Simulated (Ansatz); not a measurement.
La (dhcp type, space group P6_3/mmc): scan of one atom of the cell

Starting cell, La (dhcp type, space group P6_3/mmc):

```
CELL_PARAMETERS angstrom
      3.77035     0.00000     0.00000
     -1.88518     3.26522     0.00000
      0.00000     0.00000    12.08105
ATOMIC_POSITIONS crystal
  La 0.00000 0.00000 0.00000
  La 0.00000 0.00000 0.50000
  La 0.33333 0.66667 0.25000
  La 0.66667 0.33333 0.75000
```

In this cell atom 3 (La, nearest neighbour La at 3.723 Å; its periodic images, 3.8 Å or more away, move with it) is moved by s along Cartesian [110], unit vector (0.707, 0.707, 0.000); all other atoms and the cell stay fixed.

Level of theory: PBE (plane waves to 420 eV, PAW, scalar-relativistic; Ansatz, a first-principles code). k mesh 11×11×3 (Γ-centred), Fermi-Dirac smearing 0.05 eV. E stands for the smeared free energy. With partly filled bands, energies and forces of such displacements shift with the k mesh and the smearing. F∥ is the force on the atom along that direction. F⊥ is the part of the force across the line. La is run without spin polarisation. La was relaxed with its symmetry unable to fall. The PAW data are Ansatz's earlier set. ΔE is measured from the undisplaced structure.

| s (Å) | ΔE (meV/cell) | F∥ (eV/Å) | |F⊥| (eV/Å) |
|---|---|---|---|
| -0.740 | 130 | 0.305 | 0.060 |
| -0.592 | 86 | 0.280 | 0.030 |
| -0.444 | 49 | 0.222 | 0.010 |
| -0.296 | 21 | 0.148 | 0.002 |
| -0.148 | 5 | 0.072 | 0.000 |
| 0.000 | 0 | 0.000 | 0.000 |
| 0.148 | 5 | -0.072 | 0.000 |
| 0.296 | 22 | -0.156 | 0.002 |
| 0.444 | 52 | -0.259 | 0.012 |
| 0.592 | 99 | -0.374 | 0.035 |
| 0.740 | 162 | -0.470 | 0.071 |

What the scan shows:

The energy at s = 0.740 Å is 162 meV/cell, the force along the line at s = -0.740 Å is 0.305 eV/Å and the force constant k = d²E/ds² at s = 0 (finite differences) is 0.47 eV/Å². Symmetry of the curve: not even: the positive side lies higher at ±0.740 Å. Shape of the curve: a single well with its minimum at or next to zero displacement. Harmonic estimate at the end of the scan: ½ks² = 130 meV/cell against the computed 162 meV/cell, so the well is stiffer than harmonic there.

(For displaced atoms, the force is minus the slope of the energy, and its curvature is a force constant, which sets phonon frequencies.)
